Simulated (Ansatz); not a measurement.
Lu (hcp, Mg type)

```xyz
2
Lattice="3.5043 0.0000 0.0000 -1.7521 3.0348 0.0000 0.0000 0.0000 5.4522" Properties=species:S:1:pos:R:3 pbc="T T T"
Lu     0.0000     2.0232     4.0892
Lu     1.7521     1.0116     1.3631
```

Two coordinates are scanned: the volume, and the ratio of the stretch along z (the conventional c axis) to the stretch across it. Atoms keep their fractional coordinates.

Method: r2SCAN (plane waves to 500 eV, PAW, scalar-relativistic; Ansatz, an electronic-structure program). k mesh 15×15×9 (Γ-centred), Fermi-Dirac smearing 0.05 eV. Compression counts positive. With partly filled bands, the response to shear is sensitive to the k mesh, so small differences along c/a are uncertain. Lu is run without spin polarisation. Lu was relaxed with its symmetry unable to fall. The last digit holds for this mesh only.

Changes of σxx (GPa) from the point V/V₀ = 1.000, (c/a)/(c/a)₀ = 1.000 when one coordinate moves alone (two changes are said to add if the coupling is within 5 % of the smaller one, nearly so within 20 %):

```tsv
point	change
V/V₀ = 1.000, (c/a)/(c/a)₀ = 0.960	-1.16
V/V₀ = 1.000, (c/a)/(c/a)₀ = 0.973	-0.78
V/V₀ = 1.000, (c/a)/(c/a)₀ = 0.987	-0.40
V/V₀ = 0.960, (c/a)/(c/a)₀ = 1.000	2.13
V/V₀ = 0.973, (c/a)/(c/a)₀ = 1.000	1.38
V/V₀ = 0.987, (c/a)/(c/a)₀ = 1.000	0.67
V/V₀ = 1.013, (c/a)/(c/a)₀ = 1.000	-0.63
V/V₀ = 1.027, (c/a)/(c/a)₀ = 1.000	-1.22
V/V₀ = 1.040, (c/a)/(c/a)₀ = 1.000	-1.79
V/V₀ = 1.000, (c/a)/(c/a)₀ = 1.013	0.39
V/V₀ = 1.000, (c/a)/(c/a)₀ = 1.027	0.76
V/V₀ = 1.000, (c/a)/(c/a)₀ = 1.040	1.12
```

### Question
Do the two effects add at V/V₀ = 0.960, (c/a)/(c/a)₀ = 1.040? Give the computed change.

### Answer
The sum of the single changes is 2.13 + (1.12) = 3.25; the calculation gives 3.33, so the coupling contributes 0.08 (under 20 % of the smaller single change, nearly additive).

(A scan under strain: stresses follow from slopes of the energy per volume, elastic moduli from its curvatures.)
